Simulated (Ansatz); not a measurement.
MgZn₃O₄:
```
CELL_PARAMETERS angstrom
      6.48653     0.00000     0.00000
     -3.24326     5.61750     0.00000
      0.00000     0.00000     5.18716
ATOMIC_POSITIONS crystal
  Mg 0.66667 0.33333 0.00124
  O  0.66667 0.33333 0.38209
  Zn 0.83424 0.16576 0.50102
  O  0.83263 0.16737 0.88321
  Zn 0.66848 0.83424 0.00102
  O  0.66526 0.83263 0.38321
  Zn 0.83424 0.66848 0.50102
  O  0.83263 0.66526 0.88321
  Zn 0.16576 0.33152 0.00102
  O  0.16737 0.33474 0.38321
  Zn 0.33152 0.16576 0.50102
  O  0.33474 0.16737 0.88321
  Zn 0.16576 0.83424 0.00102
  O  0.16737 0.83263 0.38321
  Mg 0.33333 0.66667 0.50124
  O  0.33333 0.66667 0.88209
```

Relaxed with r²SCAN.

Problem. Map the electron localisation function on the plane through (0.667, 0.333, 0.001) spanned by u = [0, 0, 1] and v = [1, -1, 0] in lattice vectors, from plane-wave PAW r²SCAN (Ansatz code).

Solution. x is the fraction of u, y of v (the angle between them is 90°; rows are the nearest grid lines); atoms in the plane: Mg at (0.00, 0.00), O at (0.38, 0.00), Zn at (0.50, 0.17), O at (0.88, 0.17), Zn at (1.00, 0.50), O at (0.38, 0.50), Mg at (0.50, 0.67), O at (0.88, 0.67).
```
| .-: +@@%=:+%@%*-.     --. |
|=-:  =%@@@@@@%*=.       :-=|
|     -+##%%%#+-:           |
|         ....              |
|                           |
|..                 .::--::.|
|=:.               :=+*##**=|
|@%+:      :=---=. =@@@%%%@@|
|@%*-.     --:.:-: +@@@*=*@@|
|=:..  .-=-:.      -*#%%%%*=|
|......=#%@@%*=:.  .:-=-:...|
|    .:#@@#*%@@%*:   ....   |
|    .:#@@#*#@@%+:   ...    |
|......-*#%%%#+-.      .....|
|.......:-===-:.         ...|
|                           |
|                           |
|=:.       .........-+*###*=|
|#+-.    ..... ....:+%@@@@%#|
|@%*:   ...       .:%@%+-+%@|
|@%+:   ....     ..:*@@@@@@@|
|     :+*###+-:... .:=**=:. |
|--:  =%@@@@@@%+-.   ..  .:-|
| .-: +@@%=:+%@%*-.     --. |
```
Scale: ten equal steps from 0.000 (start of ' ') to 0.852 (end of '@'), in the order ' .:-=+*#%@'; x runs from 0.000 to 1.00, y from 0.000 (bottom) to 1.00 (top).

The density is the valence pseudo-density with augmentation charge, so density and ELF within about 1 Å of a nucleus are not all-electron values.

Space group P6_3mc. The start of the workflow was typed in or built on a structure type; neither database checked (COD, Materials Project) lists it. Whether it is the stable phase at ambient conditions was not checked. Symmetry was held in the r²SCAN relaxation; its stability against distortions is not shown here.

Potentials: the earlier of the program's two PAW sets.
